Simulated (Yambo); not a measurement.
Yambo run on Si (space group P6_3/mmc, No. 194). The wavefunctions come from this Quantum ESPRESSO step (PBEsol, PseudoDojo standard norm-conserving files, scalar-relativistic):

```
&CONTROL
  calculation = 'nscf'
  pseudo_dir = './pseudo'
  outdir = './out'
/
&SYSTEM
  ibrav = 0
  nat = 4
  ntyp = 1
  ecutwfc = 36.0
  ecutrho = 144.0
  occupations = 'fixed'
  force_symmorphic = .true.
  nbnd = 177
/
&ELECTRONS
  conv_thr = 4e-09
  diago_full_acc = .true.
  diago_thr_init = 1e-08
/
ATOMIC_SPECIES
Si 28.0850 Si.upf
CELL_PARAMETERS angstrom
  3.825874375368   0.000000000000   0.000000000000
 -1.912937187684   3.313304400757   0.000000000000
  0.000000000000   0.000000000000   6.315196098000
ATOMIC_POSITIONS crystal
Si   0.333333333000   0.666666667000   0.062846253200
Si   0.666666666333   0.333333333667   0.937153746800
Si   0.666666666333   0.333333333667   0.562846253200
Si   0.333333333000   0.666666667000   0.437153746800
K_POINTS automatic
6 6 2 0 0 0
```

Yambo input:

```
rim_cut
gw0
dyson
el_el_corr
HF_and_locXC
ppa
em1d
RandQpts= 1000000
RandGvec= 1 Ry
EXXRLvcs= 36 Ry
VXCRLvcs= 144 Ry
Chimod= "HARTREE"
% BndsRnXp
 1 | 176 |
%
NGsBlkXp= 10 Ry
% LongDrXp
 1.0 | 1.0 | 1.0 |
%
PPAPntXp= 27.2114 eV
% GbndRnge
 1 | 176 |
%
GTermKind= "BG"
DysSolver= "n"
ExtendOut
% QPkrange
 1 | 1 | 8 | 9 |
 7 | 7 | 8 | 9 |
%
```

k points by index: 1 = Γ, 7 = M.

The o-*.qp file then holds:

```
#    K-point    Band    Eo [eV]    E [eV]    E-Eo [eV]    Vxc [eV]    Vnlxc [eV]    Sc|Eo [eV]    Sc|E [eV]    dSc/dw|Eo [eV]    Re(Z)    Im(Z)
#
    1    8    0.000000    -0.704496    -0.704496    -11.33611    -12.75799    0.506222    0.717380    -8.155138    0.769407    -0.001652
    1    9    0.946924    0.934437    -0.012487    -10.10179    -6.184249    -3.933581    -3.930030    -7.806411    0.777071    -0.001378
    7    8    -1.453875    -2.171002    -0.717128    -10.98033    -13.01838    1.098115    1.320931    -8.453450    0.762971    -0.001742
    7    9    0.288747    0.278401    -0.010346    -9.150851    -5.435622    -3.728381    -3.725575    -7.471375    0.784576    -0.001629
```
(The two width columns are left out.) Convergence of these settings isn't established.

Geometry relaxed with PBEsol.

This is not the ordinary phase of the substance; no match was found in the copy of COD used, and its stability was not checked.
